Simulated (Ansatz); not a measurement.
Bcc Rh (211), 1 layer, DFT, LDA, all-electron LAPW, scalar-relativistic (Ansatz 0.2.0), on 1 thread of Intel(R) Xeon(R) Platinum 8488C (Sapphire Rapids) (shared host).

Command: `ansatz run input.yaml --threads 1 --pin off --max-ram 3584MiB --backend cpu --events-out ev --progress --plain --runs-dir out`

```yaml
crystal:
  lattice:
    - [2.6036221832, 0.0, 0.0]
    - [0.0, 4.2516972212, 0.0]
    - [0.0, 0.0, 16.0]
  atoms:
    - { symbol: Rh, position: [0.0, 0.0, 0.5] }
  periodic: [true, true, false]
kpoints:
  mp_grid: { grid: [14, 9, 1] }
scf:
  occupations: { method: fermi_dirac, width: 0.05 }
hamiltonian:
  xc: lda
  pseudopotentials: { kind: all_electron, lapw: { basis_error: 0.001 } }
output:
  forces: true
  stress: true
  eigenvalues: true
```

**Question.** How large is the problem that the program sets up?

**Answer.** 40 irreducible k-points, 3039 plane waves at Γ, 18 bands.

**Question.** About how long does it take, and how much memory?

**Answer.** 28 s of wall time for 9 SCF iterations, with a peak of 0.86 GiB. Times on shared machines scatter by tens of per cent.
